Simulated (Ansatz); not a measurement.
One crystal and one scan (frozen-phonon scan) at two levels, LDA (plane waves to 420 eV, PAW, scalar-relativistic; Ansatz, an electronic-structure program) and PBE (plane waves to 420 eV, PAW, scalar-relativistic; Ansatz), each from its own relaxed cell and on its own mesh. The cell shown is that of LDA.

Relaxed PtSb$_{2}$ (space group Pa-3):

```
PtSb2
1.0
    6.42184     0.00000     0.00000
    0.00000     6.42184     0.00000
    0.00000     0.00000     6.42184
Sb Pt
8 4
Direct
  0.37466   0.12534   0.87466
  0.62534   0.87466   0.12534
  0.12534   0.87466   0.37466
  0.87466   0.12534   0.62534
  0.87466   0.37466   0.12534
  0.12534   0.62534   0.87466
  0.62534   0.62534   0.62534
  0.37466   0.37466   0.37466
  0.00000   0.50000   0.50000
  0.50000   0.50000   0.00000
  0.50000   0.00000   0.50000
  0.00000   0.00000   0.00000
```

A phonon eigenvector at Γ is frozen into this cell: atom i moves by Q times the vector below, so Q is the largest atomic displacement, in Å. The cell is held. It is one choice among 3 degenerate patterns.

```
atom       x       y       z
----  ------  ------  ------
Sb1   -0.571  -0.437  -0.695
Sb2    0.571   0.437   0.695
Sb3    0.571   0.437  -0.695
Sb4   -0.571  -0.437   0.695
Sb5    0.571  -0.437  -0.695
Sb6   -0.571   0.437   0.695
Sb7   -0.571   0.437  -0.695
Sb8    0.571  -0.437   0.695
```

Atoms not listed stay in place.

PtSb2 is run without spin polarisation. PtSb2 was relaxed with its symmetry unable to fall. Spin-orbit coupling is left out, though Pt and Sb are heavy. With partly filled bands, energies and forces of such displacements shift with the k mesh and the smearing. Percentages come from the unrounded values. Both scans cover Q from -0.180 to 0.180 Å.

Results of LDA:

Lattice constant a (Å): 6.422
Energy at Q = 0.180 Å (meV/cell): 1925
Harmonic wavenumber from the curvature (finite differences) (cm⁻¹ (negative: imaginary)): 183
Space group of the distorted cell: P2_1/c (No. 14), lowered from Pa-3
Symmetry of the curve: even: the same for both signs
Shape of the curve: a single well with its minimum at or next to zero displacement

Q: What does PBE give for the same quantities?

A: 
```tsv
quantity	PBE	LDA − PBE
Lattice constant a (Å)	6.553	-0.131 (-2.0 %)
Energy at Q = 0.180 Å (meV/cell)	1678	+247 (+15 %)
Harmonic wavenumber from the curvature (finite differences) (cm⁻¹ (negative: imaginary))	171	+12 (+7 %)
```

LDA gives the higher value for: energy at Q = 0.180 Å; harmonic wavenumber from the curvature. LDA gives the lower value for: lattice constant a. (LDA) At this level the bands of PtSb2 touch or barely overlap; measurements give the solid a gap. (PBE) At this level the bands of PtSb2 touch or barely overlap; measurements give the solid a gap. Both give the same space group of the distorted cell: P2_1/c (No. 14), lowered from Pa-3.

(For displaced atoms, the force is minus the slope of the energy, and its curvature is a force constant, which sets phonon frequencies.)
